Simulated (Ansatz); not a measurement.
Polymorphs of MgZnO$_{2}$, each relaxed with LDA in the plane-wave PAW code Ansatz:

A: R-3m
a = b = 2.9684 Å, c = 14.4189 Å, α = β = 90.00°, γ = 120.00°

| atom | site | symmetry | x | y | z |
|---|---|---|---|---|---|
| Mg | 3a | -3m | 0.0000 | 0.0000 | 0.0000 |
| Zn | 3b | -3m | 0.0000 | 0.0000 | 0.5000 |
| O | 6c | 3m | 0.0000 | 0.0000 | 0.2520 |

B: P3m1
a = 3.224 Å, b = 3.224 Å, c = 5.058 Å, α = 90.00°, β = 90.00°, γ = 120.00°

```json
[
 {"atom": "Mg", "site": "1b", "symmetry": "3m.", "x": "0.3333", "y": "0.6667", "z": "0.4963"},
 {"atom": "Zn", "site": "1c", "symmetry": "3m.", "x": "0.6667", "y": "0.3333", "z": "0.0025"},
 {"atom": "O", "site": "1b", "symmetry": "3m.", "x": "0.3333", "y": "0.6667", "z": "0.8850"},
 {"atom": "O", "site": "1c", "symmetry": "3m.", "x": "0.6667", "y": "0.3333", "z": "0.3883"}
]
```

Problem. Put the candidates in order of energy per atom at 0 K, lowest first, for LDA.

Solution. A (+0 meV/atom), B (+14 meV/atom)

Problem. Give each one's gap.

Solution. A 2.88 eV; B 1.83 eV.

Standing as an ambient phase not checked: A; B. Perhaps ordered models of mixed-site phases: A; B. All cells were relaxed under the symmetry of their starts (and spin orders); stability against distortions was not tested throughout.

Energies hold the estimated change up to a 700 eV cutoff; steps of a few meV lie near the error of the meshes.

Potentials: the later of the program's two PAW sets.
